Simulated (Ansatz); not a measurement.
BeS:
```cif
data_Be4S4
_chemical_formula_sum 'Be4 S4'
_space_group_name_H-M_alt 'F-43m'
_space_group_IT_number 216
_space_group_name_Hall 'F -4 2 3'
_cell_length_a 4.83800
_cell_length_b 4.83800
_cell_length_c 4.83800
_cell_angle_alpha 90.000
_cell_angle_beta 90.000
_cell_angle_gamma 90.000
loop_
_atom_site_label
_atom_site_type_symbol
_atom_site_symmetry_multiplicity
_atom_site_Wyckoff_symbol
_atom_site_fract_x
_atom_site_fract_y
_atom_site_fract_z
_atom_site_occupancy
Be1 Be 4 b 0.50000 0.50000 0.50000 1
S1 S 4 d 0.75000 0.75000 0.75000 1
```
(The calculation used a cell of 2 atoms; values per cell refer to that cell.)

Relaxed with PBEsol.

**Question.** Give the optical modes at the zone centre with their infrared and Raman activity from DFPT, DFT-PBEsol in the program Ansatz with PAW potentials.

**Answer.** Transverse frequencies, without the LO–TO term; a row sums one degenerate level.

```tsv
ω (cm⁻¹)	degeneracy	IR ((D/Å)²/amu)	Raman (Å⁴/amu)	activity	symmetry
577	3	24.68	50	IR+Raman	T2
```

**Question.** How high does the top mode go among those that the LO–TO term moves?

**Answer.** 669 cm⁻¹ for q along x.

Symmetry was held in the PBEsol relaxation; phonons on a q-mesh show no instability. The volume moved by 26 % from the start of the relaxation.

Potentials: the later of the program's two PAW sets.
